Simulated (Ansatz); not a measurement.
Consider the following.

GaAs:
```yaml
crystal:
  lattice:
    - [0.00000, 2.83270, 2.83270]
    - [2.83270, 0.00000, 2.83270]
    - [2.83270, 2.83270, 0.00000]
  atoms:
    - { symbol: Ga, position: [0.00000, 0.00000, 0.00000] }
    - { symbol: As, position: [0.75000, 0.75000, 0.75000] }
```

This is the r²SCAN-relaxed structure.

All from the program Ansatz at the r²SCAN level (PAW), unless another level is named. Predict the gap with spin–orbit coupling.

0.86 eV.

Next, the hole effective mass with spin–orbit coupling, band 2 of 2 at the edge?

0.064 along [100], 0.059 along [110], 0.057 along [111] (mₑ).

And the hole effective mass with spin–orbit coupling, band 1 of 2 at the edge?

0.32 along [100], 0.59 along [110], 0.78 along [111] (mₑ).

Predict the hole effective mass, band 1 of 3 at the edge.

0.34 along [100], 2.4 along [110], 0.79 along [111] (mₑ).

Give the weight of the conduction-edge state by species (Voronoi cells).

Ga 59 %, As 41 %.

Next, the Z2 indices of the occupied bands with spin–orbit coupling?

0;(000).

Space group F-43m (zinc blende). Symmetry was held in the r²SCAN relaxation; phonons on a q-mesh show no instability. Spin–orbit coupling is left out wherever it is not named.

Potentials: the earlier of the program's two PAW sets.
